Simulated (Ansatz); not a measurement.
Relaxed-ion elastic tensor of Bi (simple cubic, space group No. 221) in GPa (Voigt order), DFT-PBEsol in the program Ansatz with PAW potentials; density 10.40 g/cm³, 33.36 Å³ per atom.

```
      1     2     3    4    5    6
-  ----  ----  ----  ---  ---  ---
1   130  15.7  15.7  0.0  0.0  0.0
2  15.7   130  15.7  0.0  0.0  0.0
3  15.7  15.7   130  0.0  0.0  0.0
4   0.0   0.0   0.0  5.7  0.0  0.0
5   0.0   0.0   0.0  0.0  5.7  0.0
6   0.0   0.0   0.0  0.0  0.0  5.7
```

Problem. Is the crystal mechanically stable?

Solution. Yes: the smallest eigenvalue of C is 5.7 GPa.

Problem. Work out the Voigt, Reuss and Hill averages.

Solution. K_V = 53.7, K_R = 53.7, K_H = 53.7; G_V = 26.2, G_R = 8.8, G_H = 17.5 GPa.

Problem. Give Young's modulus, Poisson's ratio, Pugh's ratio and the universal anisotropy index.

Solution. E = 9KG/(3K + G) = 47.5 GPa; ν = 0.35; K/G = 3.06 (ductile by the Pugh limit of 1.75); A_U = 5G_V/G_R + K_V/K_R − 6 = 9.82.

Problem. Estimate the sound speeds and the Debye temperature.

Solution. v_l = √((K + 4G/3)/ρ) = 2720 m/s, v_t = √(G/ρ) = 1300 m/s, mean 1460 m/s; Θ = (h/k)(3n/4πV)^(1/3) v_m = 135 K.

Problem. Give the Zener ratio and Young's modulus along [100], [110] and [111].

Solution. A = 2C44/(C11 − C12) = 0.10; 1/E = S11 − 2(S11 − S12 − S44/2)Γ with Γ = 0, 1/4, 1/3 gives 126, 21.0, 16.4 GPa.

Space group Pm-3m (simple cubic). The start of the workflow was typed in or built on a structure type; neither database checked (COD, Materials Project) lists it. It is not the phase usual at ambient conditions (space group No. 166). The cell was relaxed with PBEsol under the symmetry of its start; its stability against distortions is not shown here. As this level gives no gap, shear constants depend on the k-mesh and smearing (Fermi–Dirac, 0.1 eV here). Scalar-relativistic: spin–orbit coupling is off unless named, which matters more the heavier the elements.

Potentials: the earlier of the program's two PAW sets. The files were generated under PBE; for other functionals the program regenerates the frozen cores, and for LDA and PBEsol the local potential too.
